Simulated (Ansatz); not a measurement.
The guess for Al3C4 was made by a generator: random cell by space group and Wyckoff sites (P4/mmm, No. 123). Its size is a rough estimate.

```
Al C
1.0
     3.93010    0.00000    0.00000
     0.00000    3.93010    0.00000
     0.00000    0.00000    5.45642
Al C
3 4
Direct
  0.00000 0.00000 0.00000
  0.00000 0.50000 0.50000
  0.50000 0.00000 0.50000
  0.00000 0.50000 0.88345
  0.50000 0.00000 0.88345
  0.00000 0.50000 0.11655
  0.50000 0.00000 0.11655
```

The calculation used DFT PBE, scalar-relativistic, plane waves, PAW (Ansatz 0.2.0). Cutoff 420 eV, Gaussian smearing, Γ-centred meshes. Cell and atoms relax first on a coarse mesh and then on a finer one. In between, the cell is made exact in the group found at 0.06 Å. In metals the finer mesh still leaves noise of several meV/atom or more. The steps can't lower the symmetry of their start. No spin polarisation in the relaxation; trial moments died out in a coarse test.

A guess keeps its type if space group and coordination stay and the shape of the cell changes little (axis ratios within about 15 %, angles within 6°); the volume may change.

Task: Does it keep its structure type, or change into something else?

Result: It keeps its type. The symmetry stays P4/mmm (No. 123). The volume per atom grows by 6.7 %, from 12.0 to 12.9 Å³. The shortest distance goes from 1.27 Å (C–C) to 1.29 Å (C–C). The ratio c/a of the conventional cell changes by a factor of 0.90. Counting neighbours within 15 % of an atom's shortest distance, the start has Al 2/8, C 1 and the end Al 2/8, C 1.

The last run used a 10×10×8 mesh (in the run's order of axes) for its 7-atom cell and Gaussian smearing of 0.10 eV. An odd number of electrons in the primitive cell allows no gap without spin; a larger cell or a magnetic state could open one. Symmetry constrained the relaxation, so the result can be a saddle point.

In counts of neighbours, a slash parts the counts of unlike sites.
